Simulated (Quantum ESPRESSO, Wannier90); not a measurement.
**Wannierisation of Si (P6₃/mmc, model phase)**

```
Si
1.0
    3.83132     0.00000     0.00000
   -1.91566     3.31802     0.00000
    0.00000     0.00000     6.33262
Si
4
Direct
  0.33333   0.66667   0.06301
  0.66667   0.33333   0.93699
  0.66667   0.33333   0.56301
  0.33333   0.66667   0.43699
```

Cell from Materials Project (mp-165), symmetrised, no further relaxation. This isn't the element's usual structure (diamond); take it as a model of another phase. Computed values, not measurements, from PBEsol: Quantum ESPRESSO (norm-conserving PseudoDojo potentials, cutoff 29 Ry, no spin polarisation, no spin-orbit coupling) on a Γ-centred 12×12×4 mesh, then Wannier90. Density: 12×12×6 mesh, Gaussian smearing 0.01 Ry.

Functional, cutoff and mesh named above are those of the base row (12×12×4); the first column says what each row takes instead. Model: 8 functions from bands 1-8, start SCDM (isolated) (the valence bands). Energies are relative to the valence-band maximum; the misfit is to pw.x on a path, for all bands of the set. Only the mesh of Bloch states changes. Ω_total can sit in another minimum from row to row; Ω_I of an isolated set cannot.

| mesh | Ω_I (Å²) | Ω_total (Å²) | rms misfit (meV) | k-points (cost) | rough cost of nscf and overlaps (first row = 1) |
|---|---|---|---|---|---|
| 5×5×2 | 13.24 | 14.79 | 57 | 50 | 1.0 |
| 6×6×2 | 13.84 | 15.37 | 39 | 72 | 1.2 |
| 8×8×3 | 15.33 | 16.59 | 31 | 192 | 2.7 |
| 10×10×3 | 15.74 | 16.96 | 30 | 300 | 4 |
| 12×12×4 | 16.45 | 17.60 | 5.7 | 576 | 8 |
| 14×14×5 | 16.83 | 17.88 | 6.0 | 980 | 15 |
